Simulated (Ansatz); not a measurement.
Computed with Ansatz, DFT PBE, scalar-relativistic, plane waves, PAW, and for the lanthanide a 4f-in-core norm-conserving potential. All cells share a 690 eV cutoff and Γ-centred k meshes spaced at most about 0.3 Å⁻¹ (about 0.25 or finer for metals, 2π included). No spin polarisation in the final relaxations.

Temperature and zero-point effects are left out.

Two relaxed structures of SmAgTe₂:

A.

```
CELL_PARAMETERS angstrom
3.69987 0.00000 0.00000
-1.84993 3.20418 0.00000
0.00000 0.00000 11.25724
ATOMIC_POSITIONS crystal
Sm 0.00000 0.00000 0.50000
Ag 0.00000 0.00000 0.00000
Te 0.00000 0.00000 0.76587
Te 0.00000 0.00000 0.23413
```

B.

```
CELL_PARAMETERS angstrom
5.46101 0.00000 0.00000
-2.73050 4.72937 0.00000
0.00000 0.00000 6.00937
ATOMIC_POSITIONS crystal
Sm 0.00000 0.00000 0.38808
Ag 0.00000 0.00000 0.88558
Te 0.33333 0.66667 0.52124
Te 0.66667 0.33333 0.52124
```

Question: Which is lower in energy, and by how much?

Answer: B is lower, by 171 meV/atom. A has space group P6/mmm (No. 191), 33.4 Å³/atom and no gap on its mesh; B has space group P6mm (No. 183), 38.8 Å³/atom and no gap. Counting Te atoms around Ag and Sm (those within 1.25 times the shortest such distance or 1.15 times the sum of covalent radii, 1.27 where that leaves under three; the shortest distance is added where it exceeds 1.18 times the sum of covalent radii), A has Sm 2, Ag 2 and B has Sm 6, Ag 6 from 3.8 Å. The lower one is the more open, so pressure narrows the difference. In A, Sm has 2 Te at 2.99 Å and 6 Sm at 3.70 Å; around Ag lie 2 Te at 2.64 Å; Te is surrounded by 1 Ag at 2.64 Å and 1 Sm at 2.99 Å. In B, around Sm lie 2 Ag at 2.99–3.02 Å and 6 Te at 3.25 Å; Ag is surrounded by 2 Sm at 2.99–3.02 Å and 6 Te at 3.84 Å; around Te lie 3 Te at 3.15 Å, 3 Sm at 3.25 Å and 3 Ag at 3.84 Å. Both come from invented guesses. A third cell relaxed alike, in R-3m, lies 0.77 eV/atom below the lower of the two.

These runs have no spin–orbit coupling, which can matter for Te. Cells relaxed within their symmetry can be saddle points.

The lanthanide is trivalent by construction, without f bands, f moments or other valences.
